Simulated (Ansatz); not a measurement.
HfO$_{2}$ (tetragonal-ZrO2 type, space group P4_2/nmc)

Space group P4₂/nmc, origin choice 1 (No. 137); a = 3.6048 Å, b = 3.6048 Å, c = 5.2650 Å, α = 90.00°, β = 90.00°, γ = 90.00°

```
atom  site  symmetry       x       y       z
----  ----  --------  ------  ------  ------
Hf      2a      -4m2  0.0000  0.0000  0.0000
O       4d      2mm.  0.0000  0.5000  0.1932
```

The relaxed cell is deformed in two ways at once: its volume V is scaled, and at that volume it is stretched along z (the c axis of the conventional cell) so that c/a changes. Fractional atomic positions are held.

Calculation: PBE (plane waves to 420 eV, PAW, scalar-relativistic; Ansatz, a first-principles code). k mesh 9×9×6 (Γ-centred), Fermi-Dirac smearing 0.05 eV. E stands for the smeared free energy. As the atoms are clamped, bonds stretch with the cell, which overstates energies and stresses. HfO2 is run without spin polarisation. HfO2 was relaxed with its symmetry unable to fall. Spin-orbit coupling is left out, though Hf is heavy. The PAW data are Ansatz's earlier set. This is a high-temperature form of HfO2. The zero of ΔE is the relaxed starting cell.

Problem. Estimate the ΔE (eV/atom) for all points of the grid V/V₀ = 0.960, 0.980, 1.000, 1.020, 1.040 by (c/a)/(c/a)₀ = 0.920, 0.960, 1.000, 1.040, 1.080.

Solution. ΔE (eV/atom), with V/V₀ across and (c/a)/(c/a)₀ down:

| (c/a)/(c/a)₀ \ V/V₀ | 0.960 | 0.980 | 1.000 | 1.020 | 1.040 |
|---|---|---|---|---|---|
| 0.920 | 0.0641 | 0.0558 | 0.0548 | 0.0604 | 0.0719 |
| 0.960 | 0.0246 | 0.0151 | 0.0129 | 0.0174 | 0.0279 |
| 1.000 | 0.0144 | 0.0035 | 0.0000 | 0.0033 | 0.0126 |
| 1.040 | 0.0288 | 0.0164 | 0.0115 | 0.0134 | 0.0215 |
| 1.080 | 0.0638 | 0.0499 | 0.0436 | 0.0442 | 0.0509 |

(A scan under strain: stresses follow from slopes of the energy per volume, elastic moduli from its curvatures.)
